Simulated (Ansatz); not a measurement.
# Ta$_{4}$C$_{3}$: do energies and stresses tell the same story?

Method: DFT PBEsol, scalar-relativistic, plane waves, PAW in Ansatz 0.2.0.

Cutoff 420 eV; k points 12×12×12 on the computed 7-atom cell (Γ-centred); Gaussian smearing, width 0.10 eV; no spin polarisation.

Relaxed cell: R3m, a = 3.103 Å, b = 3.103 Å, c = 30.494 Å, α = 90.00°, β = 90.00°, γ = 120.00°, 7 atoms in the primitive cell. Whether it is the stable form of this composition wasn't checked.

Energies at zero smearing and pressures from the stress tensor, at volumes with shape and atoms relaxed:
```
V (Å³/atom) E − E(first) (meV/atom) P (GPa)
     10.657                     0.00    50.16
     11.020                   -95.71    34.56
     11.384                  -158.60    21.18
     11.747                  -193.38     9.74
     12.110                  -204.12    -0.04
     12.474                  -194.38    -8.35
     12.837                  -167.23   -15.41
     13.321                  -108.57   -23.09
```

Q: Check P = −dE/dV between neighbouring volumes, and get the bulk modulus from the pressures alone.

A: With 1 eV/Å³ = 160.2 GPa:
```tsv
middle V (Å³/atom)	−ΔE/ΔV (GPa)	mean P (GPa)
10.839	42.207	42.363
11.202	27.734	27.873
11.565	15.336	15.460
11.929	4.739	4.850
12.292	-4.297	-4.196
12.655	-11.973	-11.880
13.079	-19.399	-19.247
```

The two differ by 0.16 GPa at most. The mean of two end pressures misses the average over a step by about ΔV² P″/12, up to 0.20 GPa here; with that taken off 0.04 GPa remains. The stress is the derivative of the free energy, not of the energy at zero smearing, and with free energies 0.00 GPa remains. Around V = 12.110 Å³/atom, the two neighbours give B = −V ΔP/ΔV = 12.110 × 18.09 / 0.727 = 301.5 GPa, against B0 = 299.3 GPa from the Birch–Murnaghan fit of the energies.

Spin–orbit coupling is left out, which can shift energies with elements as heavy as these.